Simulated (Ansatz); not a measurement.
Be2B:
```
Be2B
1.0
    0.00000     2.25307     2.25307
    2.25307     0.00000     2.25307
    2.25307     2.25307     0.00000
Be B
2 1
Cartesian
  1.12653   1.12653   1.12653
  3.37960   3.37960   3.37960
  0.00000   0.00000   0.00000
```

Relaxed with LDA.

Q: List the phonon frequencies at the special points (DFPT on a 4×4×4 q-mesh, Fourier-interpolated; LDA in the plane-wave PAW code Ansatz).

A: In cm⁻¹; no LO–TO term at Γ, as the run had none.

```csv
q,frequencies
Γ,0 0 0 506 506 506 720 720 720
X,427 427 492 492 495 504 663 701 701
U,441 444 449 481 512 583 661 699 712
K,441 444 449 481 512 583 661 699 712
L,339 339 491 491 523 580 682 717 717
W,425 441 481 481 506 622 675 675 713
```

Space group Fm-3m (fluorite or antifluorite type). The workflow started from an entry of the Crystallography Open Database (COD). Its standing as an ambient phase is unchecked. The LDA relaxation kept the symmetry of its start; phonons on a q-mesh show no instability. As this level gives no gap, phonon frequencies hold no LO–TO term and depend on the k-mesh and smearing (Fermi–Dirac, 0.1 eV here).

Potentials: the later of the program's two PAW sets.
